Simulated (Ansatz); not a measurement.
# Fields on a plane of BiSI (space group Pnma)

```xyz
12
Lattice="8.3110 0.0000 0.0000 0.0000 4.1082 0.0000 0.0000 0.0000 10.0096" Properties=species:S:1:pos:R:3 pbc="T T T"
Bi     2.9883     1.0270     3.7701
Bi     5.3227     3.0811     6.2395
Bi     1.1672     3.0811     8.7749
Bi     7.1438     1.0270     1.2347
S      2.8126     3.0811     5.5411
S      5.4984     1.0270     4.4686
S      1.3429     1.0270     0.5363
S      6.9681     3.0811     9.4734
I      4.0843     1.0270     8.3354
I      4.2267     3.0811     1.6742
I      0.0712     3.0811     3.3306
I      8.2398     1.0270     6.6791
```

The slice is a (100) plane (indices of the conventional cell) through the point (0.838, 0.750, 0.946) (fractional), spanned by u = [010] and v = [001] in vectors of this cell: u (4.11 Å) and v (10.01 Å, at 90° to u). It covers one period; positions are fractions (u, v).

Atoms on it: Bi at (0.50, 0.18), 0.2 Å off the plane; S at (0.00, 0.00). Other atoms lie within 1 Å of the plane.

Method: LDA (plane waves to 420 eV, PAW, scalar-relativistic; Ansatz, an electronic-structure program). k mesh 4×7×3. These are valence fields of a PAW run, semicore shells included where kept as valence: close to a nucleus they are smooth pseudo fields. BiSI was relaxed with its symmetry unable to fall. Spin-orbit coupling is left out, though Bi and I are heavy.

```
|%%@@%%..  ..%%@@|
|@@@@--      --@@|
|--..  ..::..  ..|
|    ..**%%**..  |
|    --%%%%%%--  |
|....--##%%##--..|
|..  ..==++==..  |
|                |
|        ..      |
|::    ..--..    |
|##==    ::    ==|
|%%**..      ..**|
|##++..      ..++|
|==::..--==--..::|
|  ..==++++++==..|
|  ..==--xx--==..|
|--::----xx----::|
|@@%%--======--%%|
|##@@%%::::::%%@@|
|xx##@@--  --@@##|
```
Scale: ten equal steps from 0.03 (start of ' ') to 0.86 (end of '@'), in the order ' .:-=+*#%@'. Values: electron localisation function (ELF). The map has 8 points along u (two characters each, u = 0 at the left) and 20 along v (v = 0 in the bottom row). Points within 0.5 Å of a nucleus are blanked (x), as the pseudised field means little there.

```
|##*=-=*#|
|#*+=-=+*|
|+=======|
|===+++==|
|==+***+=|
|=++***++|
|==+++++=|
|====+===|
|========|
|====+===|
|++=====+|
|++=====+|
|+++===++|
|++++*+++|
|=+*#%#*+|
|=+#@@@#+|
|++#@@@#+|
|#**#%#**|
|##*****#|
| #*+=+*#|
```
Scale: ten equal steps from -3.00 (start of ' ') to 0.83 (end of '@'), in the order ' .:-=+*#%@'. Values: log₁₀ of the valence density in e/Å³. The map has 8 points along u (one character each, u = 0 at the left) and 20 along v (v = 0 in the bottom row). The scale is logarithmic, as a density can span decades between atoms and voids; values under 0.001 e/Å³ are set to 0.001.
